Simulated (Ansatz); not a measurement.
Ga, DFT, LDA, all-electron LAPW, scalar-relativistic (Ansatz 0.2.0), run on 1 thread of Arm Neoverse N1 on a shared host.

The cell is COD entry 9012723, as deposited and not checked against the literature; nothing was relaxed. The listed cell was then made from it by scaling, straining or moving an atom.

Command: `ansatz run input.yaml --threads 1 --pin off --max-ram 3072MiB --backend cpu --events-out ev --progress --plain --runs-dir out`

```yaml
crystal:
  lattice:
    - [-1.36188, 1.36188, 2.229]
    - [1.36188, -1.36188, 2.229]
    - [1.36188, 1.36188, -2.229]
  atoms:
    - { symbol: Ga, position: [0.0, 0.0, 0.0] }
kpoints:
  mp_grid: { grid: [14, 14, 16] }
  band_path:
    path:
      - [0.0, 0.0, 0.0]
      - [0.0, 0.0, 0.5]
      - [0.25, 0.25, 0.25]
      - [0.0, 0.5, 0.0]
      - [0.0, 0.0, 0.0]
      - [0.5, 0.5, -0.5]
      - [0.3433249049, 0.6566750951, -0.3433249049]
      - [-0.3433249049, 0.3433249049, 0.3433249049]
      - [0.0, 0.0, 0.0]
    npoints: 5
scf:
  occupations: { method: fermi_dirac, width: 0.05 }
hamiltonian:
  xc: lda
  pseudopotentials: { kind: all_electron, lapw: { basis_error: 0.00025 } }
output:
  forces: true
  stress: true
  eigenvalues: true
```

Task: How large is the problem that the program sets up?

Result: 849 irreducible k-points, 179 plane waves at Γ, 15 bands.

Task: About how long does it take, and how much memory does it use?

Result: 120 s of wall time for 7 SCF iterations, with a peak of 0.86 GiB. Times on shared machines scatter by tens of per cent.
